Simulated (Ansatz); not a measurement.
Sb$_{3}$Se: computed properties

The calculation used Ansatz, DFT PBE, scalar-relativistic, plane waves, PAW.

Plane waves to 420 eV, a k mesh through Γ of 6×6×8 on the computed 8-atom cell and Gaussian smearing (0.10 eV); no spin polarisation.

The structure is relaxed at this level of theory with its symmetry kept, and needn't be the ground state of this composition.

```cif
data_structure
_symmetry_space_group_name_H-M 'P 1'
_symmetry_Int_Tables_number 1
_cell_length_a 6.7427
_cell_length_b 6.7427
_cell_length_c 5.4309
_cell_angle_alpha 90.000
_cell_angle_beta 90.000
_cell_angle_gamma 120.000
_cell_volume 213.83
loop_
_atom_site_label
_atom_site_type_symbol
_atom_site_fract_x
_atom_site_fract_y
_atom_site_fract_z
_atom_site_occupancy
Sb1 Sb 0.30790 0.15395 0.75000 1
Sb2 Sb 0.84605 0.15395 0.75000 1
Sb3 Sb 0.84605 0.69210 0.75000 1
Sb4 Sb 0.69210 0.84605 0.25000 1
Sb5 Sb 0.15395 0.84605 0.25000 1
Sb6 Sb 0.15395 0.30790 0.25000 1
Se1 Se 0.66667 0.33333 0.25000 1
Se2 Se 0.33333 0.66667 0.75000 1
```

Problem. Formation energy from the elements' standard states (uncorrected)?

Solution. +0.256 eV/atom.

Problem. Kohn–Sham band gap?

Solution. none (metal).

Problem. Density of states at the Fermi level?

Solution. 4.5 states/eV per cell.

Problem. Orbital (Löwdin) character within 0.5 eV of the Fermi level?

Solution. Sb 5p 58 %, Se 4p 35 %.

Problem. Bader charge by site (e)?

Solution. Sb (6 in the cell) 0.21, Se (2 in the cell) -0.62.

Spin-orbit coupling is left out, which matters for the bands of heavy elements.

Another cell of Sb3Se relaxed alike, in Im-3m, lies 252 meV/atom lower, so this cell isn't the stable form at this level.

The cell was found from a structure generator's guess, not taken from experiment. Löwdin shares on free-atom orbitals overweight diffuse shells.
